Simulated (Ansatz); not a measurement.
The start is a generated cell, Hf placed in the simple-cubic structure type. The structure is fully relaxed (lattice and positions, P = 0) with PBE (plane waves to 420 eV, PAW, scalar-relativistic; Ansatz, a quantum-chemistry and plane-wave program). The first steps use a coarse 11×11×11 k-mesh.

Starting cell:
```yaml
crystal:
  lattice:
    - [2.92949, 0.00000, 0.00000]
    - [0.00000, 2.92949, 0.00000]
    - [0.00000, 0.00000, 2.92949]
  atoms:
    - { symbol: Hf, position: [0.00000, 0.00000, 0.00000] }
```

Outcome: The space group stays Pm-3m (No. 221) (the run could not lower it); the end is simple cubic type, with 1 atom in the primitive cell
Energy released: under 0.01 eV/atom
Volume change: -1.4 %, from 25.14 to 24.78 Å³/atom
Band gap at the end: no gap (metallic)
Optimiser moves: 4

Final values are on a 16×16×16 k-mesh of the relaxed cell. No spin polarisation in the result.

The run could not lose the symmetry of its start: the end is stationary, and may be a saddle point rather than a minimum.

The relaxed structure here is a generated cell of Hf: the first start was made by placing the elements on the sites of a structure type, and the end was not matched to a known phase here, so it may be hypothetical. Known forms of Hf include space group No. 194.
